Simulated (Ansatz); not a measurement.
LaN:
Space group P4/nmm, origin choice 1 (No. 129); a = b = 4.389 Å, c = 3.612 Å, α = β = γ = 90.00°

| atom | site | symmetry | x | y | z |
|---|---|---|---|---|---|
| La | 2c | 4mm | 0.5000 | 0.0000 | 0.2776 |
| N | 2a | -4m2 | 0.0000 | 0.0000 | 0.0000 |

Relaxed with PBEsol. DFT-PBEsol in the program Ansatz with PAW potentials gives a gap of 1.33 eV.

Q: What gap does HSE06 give on the same cell (Ansatz, PAW)?

A: 2.16 eV, 0.83 eV more. The hybrid was solved on a coarser mesh and at special points; its gap is the smallest among all of these.

```
k  v1 PBEsol  c1 PBEsol  v1 HSE06  c1 HSE06
-  ---------  ---------  --------  --------
Γ      -0.28       1.33     -0.32      2.16
Z      -1.51       2.40       ___       ___
M      -0.72       1.86     -0.72      2.71
A      -1.21       2.81       ___       ___
R      -1.32       3.25       ___       ___
X      -1.02       2.03       ___       ___
```

Q: Top valence (v1) and lowest conduction level (c1) in eV from each method's valence maximum (which need not be a listed point): supply the withheld HSE06 values.

A: 
- R, v1 HSE06: -1.52
- R, c1 HSE06: 4.80
- A, v1 HSE06: -1.36
- A, c1 HSE06: 4.02
- X, v1 HSE06: -1.23
- X, c1 HSE06: 2.95
- Z, v1 HSE06: -1.66
- Z, c1 HSE06: 3.70

Cost on shared cores: the PBEsol run (SCF on a 6×6×8 mesh, then bands and DOS) around 30 core-seconds (rough), the HSE06 run (SCF on 5×5×6, then a few points) around 5 core-minutes (rough); the tasks are unlike.

The workflow started from a Materials Project entry (that database holds measured and hypothetical structures alike); the Crystallography Open Database copy checked does not list it. COD files the formula under space group No. 225, so this cell is another polymorph or a model. Its standing as an ambient phase is unchecked. The cell was relaxed with PBEsol under the symmetry of its start. At this level the phase is mechanically unstable. Scalar-relativistic: spin–orbit coupling is off unless named, which matters more the heavier the elements.

Potentials: the later of the program's two PAW sets.
